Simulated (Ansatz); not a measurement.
Molecular dynamics on a 1×1×1 supercell (4 atoms) of AgScTe2 (ordering on rocksalt), relaxed with r2SCAN. Forces come from PBEsol in the plane-wave code Ansatz: constant energy and volume (NVE), velocities drawn at 100 K, steps of 1 fs. Classical nuclei, no spin polarisation; a few dozen steps show the first response, not equilibrium. The structure comes from a prototype and may be hypothetical.

```yaml
crystal:
  lattice:
    - [2.1060068629, 1.2159036292, 7.0056316329]
    - [-2.1060068629, 1.2159036292, 7.0056316329]
    - [0.0, -2.4318072584, 7.0056316329]
  atoms:
    - { symbol: Ag, position: [1.0, 0.0, 0.0] }
    - { symbol: Sc, position: [0.5, 0.5, 0.5] }
    - { symbol: Te, position: [0.2465396917, 0.2465396917, 0.2465396917] }
    - { symbol: Te, position: [0.7534603083, 0.7534603083, 0.7534603083] }
kpoints:
  mp_grid: { grid: [4, 4, 4] }
hamiltonian:
  xc: pbesol
scf:
  occupations: { method: fermi_dirac, width: 0.02 }
md:
  ensemble: nve
  temperature: 100
  timestep: 1.0
  n_steps: 30
  initial_velocities: maxwell_boltzmann
  seed: 5522
```

Command: `ansatz run input.yaml --threads 4 --pin off --max-ram 3686MiB --backend cpu --events-out ev --progress --plain --runs-dir out`.

**Question.** It ran on 4 threads of Arm Neoverse N1, on a shared host, load about 0.8 per core. About how long did it take, and what peak of host memory did it reach?

**Answer.** About 82 s, with a peak of 0.54 GiB.

```
step  t (fs)  T (K)  free energy F from step 0 (meV/atom)  kinetic energy (meV/atom)  largest force (eV/Å)
   0       0    100                                   0.0                        9.7                  0.10
   1       1    100                                   0.0                        9.7                  0.10
   2       2     99                                   0.1                        9.6                  0.11
   3       3     99                                   0.1                        9.6                  0.11
   4       4     98                                   0.2                        9.5                  0.12
   5       5     98                                   0.2                        9.5                  0.13
   6       6     97                                   0.3                        9.4                  0.13
   7       7     96                                   0.3                        9.3                  0.14
   8       8     96                                   0.4                        9.3                  0.14
   9       9     95                                   0.5                        9.2                  0.15
  10      10     94                                   0.6                        9.1                  0.15
  11      11     93                                   0.6                        9.1                  0.16
  12      12     93                                   0.7                        9.0                  0.16
  13      13     92                                   0.8                        8.9                  0.16
  14      14     91                                   0.9                        8.8                  0.17
  15      15     90                                   1.0                        8.7                  0.17
  16      16     89                                   1.1                        8.6                  0.18
  17      17     88                                   1.2                        8.5                  0.18
  18      18     87                                   1.2                        8.4                  0.19
  19      19     86                                   1.3                        8.3                  0.19
  20      20     85                                   1.4                        8.2                  0.20
  21      21     84                                   1.5                        8.1                  0.20
  22      22     83                                   1.7                        8.0                  0.20
  23      23     82                                   1.8                        7.9                  0.21
  24      24     81                                   1.9                        7.8                  0.21
  25      25     80                                   2.0                        7.7                  0.22
  26      26     78                                   2.1                        7.6                  0.22
  27      27     77                                   2.2                        7.5                  0.23
  28      28     76                                   2.3                        7.4                  0.23
  29      29     75                                   2.4                        7.3                  0.24
  30      30     74                                   2.5                        7.2                  0.24
```

The temperature goes from 100 K to 74 K in 30 fs. The conserved energy stays within 0.00 meV an atom. By the last step the atoms have moved 0.04 Å in the root mean square, the drift of the whole cell taken out, 0.05 Å at most.

Positions (Å) and forces (eV/Å) at step 30:
```
Ag   2.097   1.197   7.018     0.005   0.002  -0.016
Sc   0.031   0.006  10.500    -0.044  -0.014   0.026
Te  -0.040   0.016   5.161     0.122  -0.013   0.207
Te   0.037  -0.002  15.848    -0.082   0.025  -0.217
```
